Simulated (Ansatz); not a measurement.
C:
```cif
data_C8
_chemical_formula_sum 'C8'
_space_group_name_H-M_alt 'Fd-3m :1'
_space_group_IT_number 227
_space_group_name_Hall 'F 4d 2 3 -1d'
_cell_length_a 3.55460
_cell_length_b 3.55460
_cell_length_c 3.55460
_cell_angle_alpha 90.000
_cell_angle_beta 90.000
_cell_angle_gamma 90.000
loop_
_atom_site_label
_atom_site_type_symbol
_atom_site_symmetry_multiplicity
_atom_site_Wyckoff_symbol
_atom_site_fract_x
_atom_site_fract_y
_atom_site_fract_z
_atom_site_occupancy
C1 C 8 a 0.00000 0.00000 0.00000 1
```
(The calculation used a cell of 2 atoms; values per cell refer to that cell.)

Relaxed with r²SCAN+D4.

Question: Which orbitals make up the states near the band edges in r²SCAN+D4 (plane waves, PAW; program Ansatz)?

Answer: Top 1 eV of the valence band: C 2p 98 %. Bottom 1 eV of the conduction band: C 2p 53 %, C 2s 38 %, outside the projected shells 9 %. Projections are on Löwdin-orthogonalised atomic valence shells; empty p or d shells of many metals are not among them.

Question: Tabulate the density of states.

Answer: States/eV per cell of 2 atoms, in 0.25 eV bins, energy from the valence-band maximum.

```
E (eV)  total  C 2p  C 2s
------  -----  ----  ----
-7.85    0.52  0.45  0.06
-7.60    0.53  0.47  0.06
-7.35    0.57  0.51  0.06
-7.10    0.60  0.54  0.06
-6.85    0.68  0.63  0.06
-6.60    0.75  0.70  0.05
-6.35    0.74  0.69  0.05
-6.10    0.73  0.68  0.05
-5.85    0.72  0.68  0.04
-5.60    0.70  0.66  0.04
-5.35    0.69  0.65  0.04
-5.10    0.68  0.65  0.03
-4.85    0.67  0.64  0.03
-4.60    0.66  0.63  0.03
-4.35    0.65  0.62  0.03
-4.10    0.64  0.61  0.02
-3.85    0.63  0.60  0.02
-3.60    0.62  0.60  0.02
-3.35    0.60  0.58  0.02
-3.10    0.58  0.56  0.01
-2.85    0.45  0.44  0.01
-2.60    0.38  0.36  0.01
-2.35    0.32  0.31  0.01
-2.10    0.28  0.27  0.01
-1.85    0.24  0.23  0.01
-1.60    0.21  0.20  0.00
-1.35    0.18  0.17  0.00
-1.10    0.15  0.14  0.00
-0.85    0.12  0.12  0.00
-0.60    0.09  0.09  0.00
-0.35    0.06  0.06  0.00
-0.10    0.02  0.02  0.00
0.15     0.00  0.00  0.00
0.40     0.00  0.00  0.00
0.65     0.00  0.00  0.00
0.90     0.00  0.00  0.00
1.15     0.00  0.00  0.00
1.40     0.00  0.00  0.00
1.65     0.00  0.00  0.00
1.90     0.00  0.00  0.00
2.15     0.00  0.00  0.00
2.40     0.00  0.00  0.00
2.65     0.00  0.00  0.00
2.90     0.00  0.00  0.00
3.15     0.00  0.00  0.00
3.40     0.00  0.00  0.00
3.65     0.00  0.00  0.00
3.90     0.00  0.00  0.00
4.15     0.00  0.00  0.00
4.40     0.01  0.00  0.00
4.65     0.08  0.04  0.03
4.90     0.13  0.07  0.05
5.15     0.19  0.10  0.07
5.40     0.25  0.14  0.09
5.65     0.31  0.17  0.10
5.90     0.37  0.23  0.11
6.15     0.42  0.27  0.11
6.40     0.46  0.29  0.11
6.65     0.49  0.32  0.12
6.90     0.52  0.34  0.12
7.15     0.55  0.37  0.12
7.40     0.59  0.40  0.12
7.65     0.63  0.43  0.12
7.90     0.68  0.48  0.12
8.15     0.76  0.53  0.12
8.40     0.89  0.64  0.13
8.65     1.10  0.81  0.14
8.90     0.91  0.66  0.13
9.15     0.84  0.59  0.15
```

Symmetry was held in the r²SCAN+D4 relaxation.

Potentials: the later of the program's two PAW sets.
